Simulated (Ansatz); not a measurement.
## Be: two-dimensional strain map

Method: Ansatz, DFT PBEsol, scalar-relativistic, plane waves, PAW. Settings: plane waves to 420 eV, k-mesh 24×24×14 (Γ-centred), Gaussian smearing 0.15 eV. No spin polarisation. Energies are free energies at this smearing, counted from the undisturbed cell; pressure is positive in compression.

Reference structure (as given, not relaxed at this level; it stands at -5.7 GPa):

```
Be
1.0
     2.29950    0.00000    0.00000
    -1.14975    1.99143    0.00000
     0.00000    0.00000    3.60090
Be
2
Direct
  0.33333 0.66667 0.25000
  0.66667 0.33333 0.75000
```

The cell is strained by p along both x and y and by q along z, fractional coordinates fixed. Points are written (p, q).

Energy above the undisturbed cell in meV/atom (a dash: not computed):

```
 p \ q  -0.050  -0.025  0.000  0.025  0.050
-0.050    26.8    12.9   12.3   23.0   39.9
-0.025     7.5    -5.4   -5.3    6.0   25.8
 0.000    10.2    -0.8    0.0   11.8   33.0
 0.025    31.3    22.2   24.5   36.9   58.5
 0.050    67.9    60.7   64.5   78.1  100.2
```

Pressure in GPa:

```
 p \ q  -0.050  -0.025  0.000  0.025  0.050
-0.050    15.3    10.7    6.8    3.6    1.4
-0.025     7.5     3.4   -0.2   -3.2   -5.3
 0.000     1.1    -2.6   -5.7   -8.4  -10.6
 0.025    -4.0    -7.3  -10.1  -12.5  -14.6
 0.050    -8.2   -11.1  -13.6  -15.8  -17.6
```